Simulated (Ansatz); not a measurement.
Formation energy of CuS (zincblende structure)

Method: PBEsol, scalar-relativistic; collinear spin; PAW, 420 eV, 10×10×10 k-mesh, Gaussian smearing of 0.05 eV; code Ansatz; PAW files: Ansatz's generated set soft_2.

This is a trial structure; measured cells of the compound in the Crystallography Open Database are in space groups Cmcm, P63/mmc.

The structure is cubic, space group F-43m (No. 216). Conventional cell: a = 5.124 Å, b = 5.124 Å, c = 5.124 Å, α = 90.00°, β = 90.00°, γ = 90.00°. Cu (site symmetry -43m) has 4 S at 2.22 Å as nearest neighbours. Around S (site symmetry -43m) lie 4 Cu at 2.22 Å. (Shells end 15 % past the nearest neighbour.)

The elements were computed in their standard states with the same datasets, cutoff and functional. Total energies depend on the potentials used, so only differences within one code and one set of settings carry meaning.

Energy of the relaxed cell (2 atoms, smearing extrapolated to zero): -7474.107 eV. Elements, in eV/atom: Cu -6588.774, S -884.892.

**Question.** What is the formation energy?

**Answer.** [-7474.107 − (1 × -6588.774 + 1 × -884.892)] / 2 = -0.22 eV/atom, or -21 kJ per mole of atoms.

The value is for 0 K, without zero-point energy. Uncorrected semilocal values for oxides, chalcogenides and halides often miss by tenths of an eV an atom. A negative value shows stability against the elements alone, not against other compounds or structures.

The calculation's cell holds 25 valence electrons, an odd number. Without magnetic order each band takes two, so one stays part-filled and the crystal must be a metal. (Only strong correlation, outside this picture, could make a Mott insulator of it.)

The starting moments died out; a magnetic state reached from other starts isn't excluded. No antiparallel order was tried, and in such compounds it can hold moments and open a gap where a parallel start collapses.
